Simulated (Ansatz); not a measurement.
NaWO3:
```
NaWO3
1.0
    3.87566     0.00000     0.00000
    0.00000     3.87566     0.00000
    0.00000     0.00000     3.87566
Na W O
1 1 3
Direct
  0.00000   0.00000   0.00000
  0.50000   0.50000   0.50000
  0.50000   0.50000   0.00000
  0.00000   0.50000   0.50000
  0.50000   0.00000   0.50000
```

Relaxed with r²SCAN. Special points in fractions of this cell's reciprocal vectors: Γ (0.000, 0.000, 0.000); X (0.000, 0.500, 0.000); M (0.500, 0.500, 0.000); R (0.500, 0.500, 0.500).

### Question
List the band energies nearest the Fermi level at these points for r²SCAN with spin–orbit coupling in the plane-wave PAW code Ansatz.

### Answer
In eV from the Fermi level; about four levels below and three above (degenerate sets whole), none deeper than 8.9 eV; points with the same levels are listed once.

| k | below | above |
|---|---|---|
| Γ | -1.83 -1.83 -1.83 -1.83 -1.30 -1.30 | 2.48 2.48 3.25 3.25 3.25 3.25 |
| X | -4.32 -4.32 -1.58 -1.58 | 1.31 1.31 1.63 1.63 |
| M | -5.34 -5.34 -3.45 -3.45 | 1.32 1.32 1.63 1.63 |
| R | -3.42 -3.42 -3.42 -3.42 | 2.69 2.69 2.69 2.69 |

Space group Pm-3m (cubic perovskite). The workflow started from an entry of the Crystallography Open Database (COD). Its standing as an ambient phase is unchecked. Symmetry was held in the r²SCAN relaxation; of distortions, only those at the zone centre were tested. No spin polarisation was allowed. No Hubbard U is applied. With an odd number of electrons in the cell and no spin polarisation, the count alone makes it a metal.

Potentials: the later of the program's two PAW sets.
